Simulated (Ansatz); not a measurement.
## One input, then a changed one: Sb (diamond type)

First run: DFT, PBE, all-electron LAPW, scalar-relativistic (Ansatz 0.2.0).

Command: `ansatz run input.yaml --threads 1 --pin off --max-ram 2048MiB --backend cpu --events-out ev --progress --plain --runs-dir out` It took 3.5 min on 1 thread of Arm Neoverse V1, with other jobs on the host, peak memory 1 GiB.

```yaml
crystal:
  lattice:
    - [0.0, 3.2710663102, 3.2710663102]
    - [3.2710663102, 0.0, 3.2710663102]
    - [3.2710663102, 3.2710663102, 0.0]
  atoms:
    - { symbol: Sb, position: [-0.26, -0.08, -0.08] }
    - { symbol: Sb, position: [0.26, 0.08, 0.08] }
kpoints:
  mp_grid: { grid: [8, 8, 8] }
scf:
  occupations: { method: fermi_dirac, width: 0.05 }
hamiltonian:
  xc: pbe
  pseudopotentials: { kind: all_electron, lapw: { basis_error: 0.001 } }
output:
  forces: true
  stress: true
  eigenvalues: true
  populations: true
```

This is a prototype cell at a chosen volume, and whether it is the ground state is a separate question.

This run: one bond, the shortest of the undistorted cell, set to 1.813 Å.

It converges in 8 SCF iterations at a pressure of 69.1 GPa, largest force 47.295 eV/Å.

The input is then changed:

```diff
   atoms:
-    - { symbol: Sb, position: [-0.26, -0.08, -0.08] }
-    - { symbol: Sb, position: [0.26, 0.08, 0.08] }
+    - { symbol: Sb, position: [-0.0875, -0.1375, -0.1375], spin: 0.2 }
+    - { symbol: Sb, position: [0.0875, 0.1375, 0.1375], spin: 0.2 }
 kpoints:
   populations: true
+magnetization:
+  spin_polarized: true
```

**Question.** What does the second run give?

**Answer.** It converges in 13 SCF iterations at a pressure of 9.97 GPa, largest force 0.965 eV/Å, cell moment 0.00 μB. More than one line changes, and not each need have an effect.
